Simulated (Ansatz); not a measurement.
## AlCu (Pm-3m), an elastic constant from a strain scan

Theory: DFT r2SCAN, scalar-relativistic, plane waves, PAW in Ansatz 0.2.0. The runs took a 500 eV cutoff, a Γ-centred 20×20×20 mesh and Gaussian smearing (0.15 eV). No spin polarisation. Energies are free energies at this smearing, counted from the undisturbed cell; pressure is positive in compression.

The undisturbed cell (relaxed at this level; it needn't be the usual structure):

```
CELL_PARAMETERS angstrom
2.95684 0.00000 0.00000
0.00000 2.95684 0.00000
0.00000 0.00000 2.95684
ATOMIC_POSITIONS crystal
Al 0.00000 0.00000 0.00000
Cu 0.50000 0.50000 0.50000
```

The cell is strained by ε times the Voigt pattern (0, 0, 0, 0, 0, 1) (xx, yy, zz, yz, xz, xy; engineering shear) with fractional coordinates fixed. The cell holds 2 atoms in V0 = 25.85 Å³. The stress column is τ = (1/V0) dE/dε, got from the stress tensor σ (compression positive) at each point as −det(1 + εP) σ : P(1 + εP)⁻¹, with P the pattern as a tensor.

```csv
ε,ΔE (meV/atom),τ (GPa)
-0.0600,?,?
-0.0300,2.003,-1.712
0.0000,0.000,0.000
0.0150,0.485,0.813
0.0450,4.673,2.728
```

Task: Which combination of elastic constants does this scan measure, and how large is it?

Result: For small ε, τ = τ0 + Kε with K = pᵀCp, which for this pattern is C44 in the cubic axes. The parabola through τ at ε = -0.0300, 0 and 0.0150 has slope K = 55 GPa at zero. The energies per cell, E = NΔE, of the same two points give K = 2[E(ε₊)/ε₊ − E(ε₋)/ε₋]/[(ε₊ − ε₋)V0] = 55 GPa, in agreement.

Task: Predict the withheld row at ε = -0.0600 from the harmonic law, and compare.

Result: ΔE = V0(τ0 ε + Kε²/2)/N = 8.006 meV/atom and τ = -3.31 GPa. The calculation gives 8.681 meV/atom and -3.93 GPa: the energy lies 8 % above the harmonic value.

In a metal these slopes depend on the k mesh and the smearing.